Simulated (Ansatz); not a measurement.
Hf$_{2}$Cu:
```
Hf2Cu
1.0
   -1.57938     1.57938     5.57104
    1.57938    -1.57938     5.57104
    1.57938     1.57938    -5.57104
Hf Cu
2 1
Direct
  0.34396   0.34396   0.00000
  0.65604   0.65604   0.00000
  0.00000   0.00000   0.00000
```

Relaxed with r²SCAN. Special points in fractions of this cell's reciprocal vectors: Γ (0.000, 0.000, 0.000); X (0.000, 0.000, 0.500); P (0.250, 0.250, 0.250); N (0.000, 0.500, 0.000); M (0.500, 0.500, -0.500); S (0.270, 0.730, -0.270); S0 (-0.270, 0.270, 0.270); R (-0.040, 0.040, 0.500); G (0.500, 0.500, -0.040).

List the band energies nearest the Fermi level at these points for r²SCAN in the plane-wave PAW code Ansatz.

In eV from the Fermi level; about four levels below and three above (degenerate sets whole), none deeper than 8.9 eV; points with the same levels are listed once.

```csv
k,below,above
Γ,-3.27 -3.27 -3.13 -1.68 -1.08,0.81 2.68 2.68
X,-2.32 -2.08 -1.14 -0.73,1.33 2.00 4.22
P,-2.70 -2.08 -1.95 -1.95,0.43 0.43 2.45
N,-3.34 -2.35 -1.70 -0.49,0.15 1.03 1.11
M,-3.27 -3.27 -3.13 -1.32 -0.87,0.63 1.74 1.74
S,-3.34 -2.13 -2.06 -0.26,0.13 0.43 1.50
R,-2.21 -2.12 -1.32 -0.77,1.28 2.17 4.18
```

Space group I4/mmm (MoSi2 or CaC2 type). The workflow started from an entry of the Crystallography Open Database (COD). Its standing as an ambient phase is unchecked. The cell was relaxed with r²SCAN under the symmetry of its start; its stability against distortions is not shown here. No spin polarisation was allowed. Scalar-relativistic: spin–orbit coupling is off unless named, which matters more the heavier the elements.

Potentials: the later of the program's two PAW sets.
